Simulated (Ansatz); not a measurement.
This run works on a generated trial structure, not on a known crystal.

Input and command of a plane-wave DFT calculation in Ansatz:

```yaml
crystal:
  lattice:
    - [4.58169892, 0.0, 0.0]
    - [0.0, 4.58169892, 0.0]
    - [0.0, 0.0, 8.80880086]
  atoms:
    - { symbol: Cu, position: [0.0, 0.0, 0.5], spin: 1.0 }
    - { symbol: Ge, position: [0.0, 0.0, 0.81516711] }
    - { symbol: Ge, position: [0.0, 0.0, 0.18483289] }
    - { symbol: Ge, position: [0.0, 0.0, 0.0] }
    - { symbol: Sb, position: [0.5, 0.5, 0.78894906] }
    - { symbol: Sb, position: [0.5, 0.5, 0.21105094] }
    - { symbol: I, position: [0.5, 0.5, 0.5] }
basis:
  ecutwfc: 420
kpoints:
  mp_grid: { grid: [3, 3, 2] }
hamiltonian:
  xc: pbe
scf:
  occupations: { method: gaussian, width: 0.15 }
  lower_state_search: "off"
output:
  forces: true
  stress: true
  eigenvalues: true
  populations: true
magnetization:
  spin_polarized: true
relax:
  adjacent_minimum: "off"
  f_tol: 0.08
  max_steps: 16
  cell: { stress_tol: 0.8 }
```

```bash
ansatz run input.yaml --threads 1 --pin off --max-ram 2560MiB --backend cpu --events-out ev --progress --plain --runs-dir out
```

Processor: Intel(R) Xeon(R) Platinum 8259CL CPU @ 2.50GHz (Skylake/Cascade Lake), 1 thread, on a host shared with other jobs.

**Question.** How long does it run, and how much memory does it take?

**Answer.** About 2.3 min, peak memory 0.62 GiB. It solves 66 bands at 6 k points (after reduction by symmetry) with about 3361 plane waves (on the last cell), in 98 SCF iterations over 9 ionic steps.
